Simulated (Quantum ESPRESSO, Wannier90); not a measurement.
Wannier functions of Rh (fcc (Cu type))

Cell from Materials Project (mp-74), symmetrised, no further relaxation. This is the element's usual structure. Level: PBEsol, spinors with spin-orbit coupling; pw.x of Quantum ESPRESSO at 71 Ry with PseudoDojo potentials, 10×10×10 k-points, Wannier90. Density: 18×18×18 mesh, cold smearing 0.01 Ry.

On the energy scale of pw.x, whose zero is arbitrary, the Fermi level lies at 22.48 eV.

Input w.win:

```
num_bands = 4
num_wann = 4
exclude_bands = 1-4,9-42
spinors = true
num_iter = 1000
conv_tol = 1.0e-6
conv_window = 4
write_hr = true
write_u_matrices = true
auto_projections = true
begin unit_cell_cart
ang
    0.0000000000    1.9029850000    1.9029850000
    1.9029850000    0.0000000000    1.9029850000
    1.9029850000    1.9029850000    0.0000000000
end unit_cell_cart
begin atoms_frac
Rh   0.0000000000  0.0000000000  0.0000000000
end atoms_frac
mp_grid = 10 10 10
begin kpoints
0.0000000000 0.0000000000 0.0000000000
0.0000000000 0.0000000000 0.1000000000
0.0000000000 0.0000000000 0.2000000000
... (997 more lines: the 10x10x10 mesh through Gamma)
end kpoints
```

Input of pw2wannier90.x that gives the overlap and projection files (equivalent; here they were cut from one run over all bands):

```
&inputpp
  outdir = './out'
  prefix = 'pwscf'
  seedname = 'w'
  write_amn = .true.
  write_mmn = .true.
  scdm_proj = .true.
  scdm_entanglement = 'isolated'
/
```

Output w.wout (banner and timings cut):

```
                                    ------
                                    SYSTEM
                                    ------

                              Lattice Vectors (Ang)
                    a_1     0.000000   1.902985   1.902985
                    a_2     1.902985   0.000000   1.902985
                    a_3     1.902985   1.902985   0.000000

                   Unit Cell Volume:      13.78276  (Ang^3)

                        Reciprocal-Space Vectors (Ang^-1)
                    b_1    -1.650876   1.650876   1.650876
                    b_2     1.650876  -1.650876   1.650876
                    b_3     1.650876   1.650876  -1.650876

 *----------------------------------------------------------------------------*
 |   Site       Fractional Coordinate          Cartesian Coordinate (Ang)     |
 +----------------------------------------------------------------------------+
 | rh   1   0.00000   0.00000   0.00000   |    0.00000   0.00000   0.00000    |
 *----------------------------------------------------------------------------*
                                ------------
                                K-POINT GRID
                                ------------

             Grid size = 10 x 10 x 10      Total points = 1000

 *---------------------------------- MAIN ------------------------------------*
 |  Number of Wannier Functions               :                 4             |
 |  Number of Objective Wannier Functions     :                 4             |
 |  Number of input Bloch states              :                 4             |
 |  Output verbosity (1=low, 5=high)          :                 1             |
 |  Timing Level (1=low, 5=high)              :                 1             |
 |  Optimisation (0=memory, 3=speed)          :                 3             |
 |  Length Unit                               :               Ang             |
 |  Post-processing setup (write *.nnkp)      :                 F             |
 |  Using Gamma-only branch of algorithms     :                 F             |
 *----------------------------------------------------------------------------*
 *------------------------------- WANNIERISE ---------------------------------*
 |  Total number of iterations                :              1000             |
 |  Number of CG steps before reset           :                 5             |
 |  Trial step length for line search         :             2.000             |
 |  Convergence tolerence                     :         0.100E-05             |
 |  Convergence window                        :                 4             |
 |  Iterations between writing output         :                 1             |
 |  Iterations between backing up to disk     :               100             |
 |  Write r^2_nm to file                      :                 F             |
 |  Write xyz WF centres to file              :                 F             |
 |  Write on-site energies <0n|H|0n> to file  :                 F             |
 |  Use guiding centre to control phases      :                 F             |
 |  Use phases for initial projections        :                 F             |
 *----------------------------------------------------------------------------*
 *-------------------------------- PLOTTING ----------------------------------*
 |  Plotting Hamiltonian in WF basis          :                 T             |
 *----------------------------------------------------------------------------*

 *---------------------------------- K-MESH ----------------------------------*
 +----------------------------------------------------------------------------+
 |                    Distance to Nearest-Neighbour Shells                    |
 |                    ------------------------------------                    |
 |          Shell             Distance (Ang^-1)          Multiplicity         |
 |          -----             -----------------          ------------         |
 |             1                   0.285940                      8            |
 |             2                   0.330175                      6            |
 |             3                   0.466938                     12            |
 |             4                   0.547534                     24            |
 |             5                   0.571880                      8            |
 |             6                   0.660350                      6            |
 |             7                   0.719600                     24            |
 |             8                   0.738294                     24            |
       ... (lines left out)
 +----------------------------------------------------------------------------+
 | The b-vectors are chosen automatically                                     |
 | The following shells are used:                       1                     |
 +----------------------------------------------------------------------------+
 |                        Shell   # Nearest-Neighbours                        |
 |                        -----   --------------------                        |
 |                          1               8                                 |
 +----------------------------------------------------------------------------+
 | Completeness relation is fully satisfied [Eq. (B1), PRB 56, 12847 (1997)]  |
 +----------------------------------------------------------------------------+
 |                  b_k Vectors (Ang^-1) and Weights (Ang^2)                  |
 |                  ----------------------------------------                  |
 |            No.         b_k(x)      b_k(y)      b_k(z)        w_b           |
 |            ---        --------------------------------     --------        |
 |             1         0.165088    0.165088   -0.165088     4.586496        |
 |             2         0.165088   -0.165088    0.165088     4.586496        |
 |             3        -0.165088    0.165088    0.165088     4.586496        |
 |             4         0.165088    0.165088    0.165088     4.586496        |
 |             5        -0.165088   -0.165088    0.165088     4.586496        |
 |             6        -0.165088    0.165088   -0.165088     4.586496        |
 |             7         0.165088   -0.165088   -0.165088     4.586496        |
 |             8        -0.165088   -0.165088   -0.165088     4.586496        |
 +----------------------------------------------------------------------------+
 |                           b_k Directions (Ang^-1)                          |
 |                           -----------------------                          |
 |            No.           x           y           z                         |
 |            ---        --------------------------------                     |
 |             1         0.165088    0.165088   -0.165088                     |
 |             2         0.165088   -0.165088    0.165088                     |
 |             3        -0.165088    0.165088    0.165088                     |
 |             4         0.165088    0.165088    0.165088                     |
 +----------------------------------------------------------------------------+

 Starting a new Wannier90 calculation ...

 Reading overlaps from w.mmn

 Reading projections from w.amn

 *------------------------------- WANNIERISE ---------------------------------*
 +--------------------------------------------------------------------+<-- CONV
 | Iter  Delta Spread     RMS Gradient      Spread (Ang^2)            |<-- CONV
 +--------------------------------------------------------------------+<-- CONV

 ------------------------------------------------------------------------------
 Initial State
  WF centre and spread    1  ( -0.011693, -0.003189, -0.015616 )     1.85949093
  WF centre and spread    2  ( -0.036777, -0.011582, -0.046339 )     4.51633422
  WF centre and spread    3  ( -0.001789, -0.000685, -0.002369 )     0.63861442
  WF centre and spread    4  ( -0.099463,  0.003139, -0.061970 )     9.41180762
  Sum of centres and spreads ( -0.149722, -0.012316, -0.126294 )    16.42624719

      0     0.164E+02     0.0000000000       16.4262471903  <-- CONV
        O_D=      7.1272223 O_OD=      7.7339351 O_TOT=     16.4262472 <-- SPRD
 ------------------------------------------------------------------------------
      1    -0.875E+00     3.4473607222       15.5510045238  <-- CONV
        O_D=      6.2073859 O_OD=      7.7785289 O_TOT=     15.5510045 <-- SPRD
      2    -0.526E+00     1.3464835787       15.0249243430  <-- CONV
        O_D=      5.5827279 O_OD=      7.8771067 O_TOT=     15.0249243 <-- SPRD
      3    -0.524E+00     0.7130179508       14.5013741345  <-- CONV
        O_D=      4.8897659 O_OD=      8.0465185 O_TOT=     14.5013741 <-- SPRD
      4    -0.200E+00     0.6721930958       14.3016563283  <-- CONV
        O_D=      4.6315919 O_OD=      8.1049747 O_TOT=     14.3016563 <-- SPRD
      5    -0.227E+00     0.5519012669       14.0745745861  <-- CONV
        O_D=      4.3594730 O_OD=      8.1500118 O_TOT=     14.0745746 <-- SPRD
       ... (lines left out)
    100    -0.206E-02     0.1014700873       11.6900609373  <-- CONV
        O_D=      2.6195348 O_OD=      7.5054364 O_TOT=     11.6900609 <-- SPRD
       ... (lines left out)
    200    -0.186E-03     0.0723844586       11.5952083091  <-- CONV
        O_D=      2.6144599 O_OD=      7.4156587 O_TOT=     11.5952083 <-- SPRD
       ... (lines left out)
    300    -0.140E-02     0.1240491735       11.5296955802  <-- CONV
        O_D=      2.5940245 O_OD=      7.3705814 O_TOT=     11.5296956 <-- SPRD
       ... (lines left out)
    400    -0.107E-03     0.0825144470       11.4891786487  <-- CONV
        O_D=      2.5806164 O_OD=      7.3434725 O_TOT=     11.4891786 <-- SPRD
       ... (lines left out)
    500    -0.652E-01     0.2794974666        8.8908061101  <-- CONV
        O_D=      1.8892936 O_OD=      5.4364228 O_TOT=      8.8908061 <-- SPRD
       ... (lines left out)
    544    -0.276E-06     0.0002214584        1.5656853903  <-- CONV
        O_D=      0.0000042 O_OD=      0.0005915 O_TOT=      1.5656854 <-- SPRD
    545    -0.148E-06     0.0001774198        1.5656852428  <-- CONV
        O_D=      0.0000041 O_OD=      0.0005914 O_TOT=      1.5656852 <-- SPRD
    546    -0.586E-07     0.0001132956        1.5656851842  <-- CONV
        O_D=      0.0000041 O_OD=      0.0005914 O_TOT=      1.5656852 <-- SPRD
             <<<     Delta < 1.000E-06  over  4 iterations     >>>
             <<< Wannierisation convergence criteria satisfied >>>
 Final State
  WF centre and spread    1  ( -0.000000, -0.000000,  0.000000 )     0.39139890
  WF centre and spread    2  ( -0.000000,  0.000000, -0.000000 )     0.39145066
  WF centre and spread    3  ( -0.000000, -0.000000,  0.000000 )     0.39143285
  WF centre and spread    4  (  0.000000, -0.000000, -0.000000 )     0.39140277
  Sum of centres and spreads ( -0.000000,  0.000000, -0.000000 )     1.56568518

         Spreads (Ang^2)       Omega I      =     1.565089725
        ================       Omega D      =     0.000004092
                               Omega OD     =     0.000591367
    Final Spread (Ang^2)       Omega Total  =     1.565685184
```
